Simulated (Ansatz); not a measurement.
NaF:
```
CELL_PARAMETERS angstrom
      0.00000     2.31443     2.31443
      2.31443     0.00000     2.31443
      2.31443     2.31443     0.00000
ATOMIC_POSITIONS crystal
  Na 0.00000 0.00000 0.00000
  F  0.50000 0.50000 0.50000
```

Relaxed with PBEsol. Independent-particle spectrum: no excitons, no local fields, no scissors shift; 0.1 eV broadening; ε₁ of the summed bands alone.

Question: Tabulate the dielectric function from PBEsol (plane waves, PAW; program Ansatz).

Answer: 

```
E (eV)  ε₁ xx  ε₂ xx
------  -----  -----
0.0      1.78   0.00
0.3      1.78   0.00
0.6      1.78   0.00
0.9      1.78   0.00
1.2      1.79   0.00
1.5      1.79   0.00
1.8      1.80   0.00
2.1      1.81   0.00
2.4      1.82   0.00
2.7      1.83   0.00
3.0      1.84   0.00
3.3      1.85   0.00
3.6      1.87   0.00
3.9      1.89   0.00
4.2      1.91   0.00
4.5      1.94   0.00
4.8      1.97   0.00
5.1      2.01   0.00
5.4      2.06   0.00
5.7      2.13   0.00
6.0      2.25   0.00
6.3      2.47   0.21
6.6      2.38   0.42
6.9      2.30   0.53
7.2      2.23   0.59
7.5      2.17   0.64
7.8      2.12   0.68
8.1      2.08   0.71
8.4      2.04   0.73
8.7      2.00   0.76
9.0      1.98   0.78
9.3      1.96   0.80
9.6      1.94   0.83
9.9      1.92   0.86
10.2     1.92   0.90
10.5     1.91   0.97
10.8     1.90   1.12
11.1     1.59   1.21
11.4     1.46   1.06
11.7     1.43   0.94
12.0     1.45   0.83
```

Question: From ε at 7.6 eV (xx: 2.16 + 0.66i), find n, k, the normal reflectivity and the absorption coefficient.

Answer: n = 1.49, k = 0.222, R = 5 %, α = 2kE/ħc = 170000 cm⁻¹.

With all bands, ε∞ without local fields is 1.93. DFPT, with local fields, gives 1.90.

Space group Fm-3m (rock salt). Symmetry was held in the PBEsol relaxation; phonons on a q-mesh show no instability.

Potentials: the later of the program's two PAW sets.
